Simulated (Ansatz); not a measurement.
Relaxed Cd (hcp, Mg type):

```yaml
crystal:
  lattice:
    - [6.03185, 0.00000, 0.00000]
    - [-1.50796, 2.61187, 0.00000]
    - [0.00000, 0.00000, 5.82164]
  atoms:
    - { symbol: Cd, position: [0.16667, 0.66667, 0.75000] }
    - { symbol: Cd, position: [0.66667, 0.66667, 0.75000] }
    - { symbol: Cd, position: [0.33333, 0.33333, 0.25000] }
    - { symbol: Cd, position: [0.83333, 0.33333, 0.25000] }
```

The atoms are displaced by Q × the pattern below (from a DFPT mode at M = (0.5, 0.0, 0.0), largest move 1; Q in Å), at fixed cell. (q is in reciprocal vectors of the primitive cell; the cell shown is doubled to hold the pattern.)

```json
[
 {"atom": "Cd1", "x": "0.866", "y": "0.500", "z": "0.000"},
 {"atom": "Cd2", "x": "-0.866", "y": "-0.500", "z": "0.000"},
 {"atom": "Cd3", "x": "0.866", "y": "0.500", "z": "0.000"},
 {"atom": "Cd4", "x": "-0.866", "y": "-0.500", "z": "0.000"}
]
```

These are PBE (plane waves to 420 eV, PAW, scalar-relativistic; Ansatz, a first-principles code) values and carry that method's errors. k mesh 9×18×8 (Γ-centred), Fermi-Dirac smearing 0.05 eV. Energies are smeared free energies. With partly filled bands, energies and forces of such displacements shift with the k mesh and the smearing. Cd was relaxed with its symmetry unable to fall. The PAW data are Ansatz's earlier set. The relaxed volume of Cd is well above the measured one; the method has no dispersion term. ΔE is measured from the undisplaced structure. The last digit holds for this mesh only.

| Q (Å) | ΔE (meV/cell) |
|---|---|
| -0.1000 | 169.2 |
| -0.0833 | withheld |
| -0.0667 | 73.9 |
| -0.0500 | 41.3 |
| -0.0333 | 18.2 |
| -0.0167 | 4.5 |
| 0.0000 | 0.0 |
| 0.0167 | 4.5 |
| 0.0333 | 18.2 |
| 0.0500 | 41.3 |
| 0.0667 | 73.9 |
| 0.0833 | withheld |
| 0.1000 | 169.2 |

### Question
Fit an even polynomial form (powers 2, 4) to the given rows and predict ΔE at Q = 0.0833.

### Answer
Least squares on the 11 given rows: ΔE = (16370)·Q² + (55200)·Q⁴, in meV/cell with Q in Å; root-mean-square residual 0.04 meV/cell. At 0.0833 the fit gives 116.2 meV/cell; the calculation gives 116.4 meV/cell, so the interpolation is off by -0.2 (-0.2 %). The quadratic term alone would give 113.6 meV/cell.

(A displaced cell: forces are minus the slopes of the energy, force constants its curvatures, and phonons follow from these.)
